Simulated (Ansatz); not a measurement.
# Zincblende alloy of InP and GaP (26 of 32 In sites exchanged), 64 atoms

Ansatz, PAW, plane waves. PBEsol relaxation of volume and atoms (shape held) at the single k point (½, ½, ½); single points on the relaxed atoms at the Γ point alone, onto which points of the small cell's zone fold. Arrangement: quasirandom. No spin–orbit coupling unless named.

Relaxed structure:

```yaml
crystal:
  lattice:
    - [11.05639, 0.00000, 0.00000]
    - [0.00000, 11.05639, 0.00000]
    - [0.00000, 0.00000, 11.05639]
  atoms:
    - { symbol: Ga, position: [0.00277, 0.99986, 0.00243] }
    - { symbol: Ga, position: [0.00773, 0.00071, 0.49783] }
    - { symbol: Ga, position: [0.00002, 0.50018, 0.00017] }
    - { symbol: Ga, position: [0.00479, 0.50047, 0.50020] }
    - { symbol: Ga, position: [0.49815, 0.00317, 0.00508] }
    - { symbol: Ga, position: [0.49205, 0.00288, 0.49500] }
    - { symbol: Ga, position: [0.50002, 0.49844, 0.00226] }
    - { symbol: Ga, position: [0.49578, 0.49779, 0.49780] }
    - { symbol: Ga, position: [0.25039, 0.25263, 0.00238] }
    - { symbol: Ga, position: [0.24980, 0.25320, 0.49808] }
    - { symbol: Ga, position: [0.24816, 0.74761, 0.00468] }
    - { symbol: Ga, position: [0.24812, 0.74788, 0.49541] }
    - { symbol: Ga, position: [0.75063, 0.25476, 0.00040] }
    - { symbol: Ga, position: [0.75227, 0.74632, 0.00274] }
    - { symbol: Ga, position: [0.24990, 0.00038, 0.24953] }
    - { symbol: Ga, position: [0.25007, 0.50011, 0.25017] }
    - { symbol: Ga, position: [0.24830, 0.49849, 0.75060] }
    - { symbol: Ga, position: [0.75019, 0.50024, 0.24603] }
    - { symbol: Ga, position: [0.75236, 0.49797, 0.75424] }
    - { symbol: Ga, position: [0.00473, 0.25223, 0.24813] }
    - { symbol: Ga, position: [0.00289, 0.25492, 0.75282] }
    - { symbol: Ga, position: [0.00468, 0.74726, 0.24787] }
    - { symbol: Ga, position: [0.00274, 0.74621, 0.75229] }
    - { symbol: Ga, position: [0.49561, 0.25340, 0.24757] }
    - { symbol: Ga, position: [0.49771, 0.25432, 0.75226] }
    - { symbol: Ga, position: [0.49562, 0.74840, 0.24814] }
    - { symbol: P, position: [0.12739, 0.12537, 0.12485] }
    - { symbol: P, position: [0.11963, 0.13519, 0.61925] }
    - { symbol: P, position: [0.12612, 0.62234, 0.12600] }
    - { symbol: P, position: [0.12756, 0.62528, 0.62518] }
    - { symbol: P, position: [0.61924, 0.13533, 0.11972] }
    - { symbol: P, position: [0.60960, 0.12486, 0.62491] }
    - { symbol: P, position: [0.62482, 0.62531, 0.12530] }
    - { symbol: P, position: [0.62598, 0.60837, 0.62540] }
    - { symbol: P, position: [0.37291, 0.37697, 0.12582] }
    - { symbol: P, position: [0.37290, 0.37552, 0.62529] }
    - { symbol: P, position: [0.37294, 0.87542, 0.12512] }
    - { symbol: P, position: [0.37261, 0.87376, 0.61166] }
    - { symbol: P, position: [0.87562, 0.37540, 0.12530] }
    - { symbol: P, position: [0.88308, 0.38329, 0.63306] }
    - { symbol: P, position: [0.88298, 0.86681, 0.11963] }
    - { symbol: P, position: [0.89065, 0.87582, 0.62515] }
    - { symbol: P, position: [0.37198, 0.12849, 0.37206] }
    - { symbol: P, position: [0.37999, 0.13259, 0.88251] }
    - { symbol: P, position: [0.37311, 0.62387, 0.37383] }
    - { symbol: P, position: [0.36650, 0.61707, 0.88362] }
    - { symbol: P, position: [0.88887, 0.12548, 0.37413] }
    - { symbol: P, position: [0.88396, 0.13440, 0.88379] }
    - { symbol: P, position: [0.88370, 0.61679, 0.36629] }
    - { symbol: P, position: [0.87424, 0.62444, 0.87529] }
    - { symbol: P, position: [0.12713, 0.37663, 0.37406] }
    - { symbol: P, position: [0.12646, 0.37578, 0.87681] }
    - { symbol: P, position: [0.12644, 0.87394, 0.37232] }
    - { symbol: P, position: [0.12066, 0.86771, 0.88253] }
    - { symbol: P, position: [0.61781, 0.38219, 0.36599] }
    - { symbol: P, position: [0.62599, 0.37621, 0.87544] }
    - { symbol: P, position: [0.61125, 0.87532, 0.37419] }
    - { symbol: P, position: [0.62508, 0.87495, 0.89133] }
    - { symbol: In, position: [0.75001, 0.25429, 0.50040] }
    - { symbol: In, position: [0.75252, 0.74675, 0.49807] }
    - { symbol: In, position: [0.24813, 0.00228, 0.75060] }
    - { symbol: In, position: [0.75026, 0.00021, 0.24611] }
    - { symbol: In, position: [0.75232, 0.00278, 0.75394] }
    - { symbol: In, position: [0.49849, 0.74649, 0.75227] }
```

What are the mean bond lengths by pair (pairs within 1.2 times the sum of covalent radii, less contacts 15 % beyond the pair's median; cation–cation pairs of compounds aside; long ionic contacts are cut short by that bound)?

Ga–P 2.368 ± 0.013 Å (standard deviation, 104 bonds); In–P 2.512 ± 0.006 Å (standard deviation, 24 bonds).

What gap lies between the top filled and the lowest empty level in the single points?

HSE06 2.26 eV (32 s on NVIDIA GB300). An indirect band minimum needn't fold onto Γ of this cell; where it doesn't, these gaps are too wide.
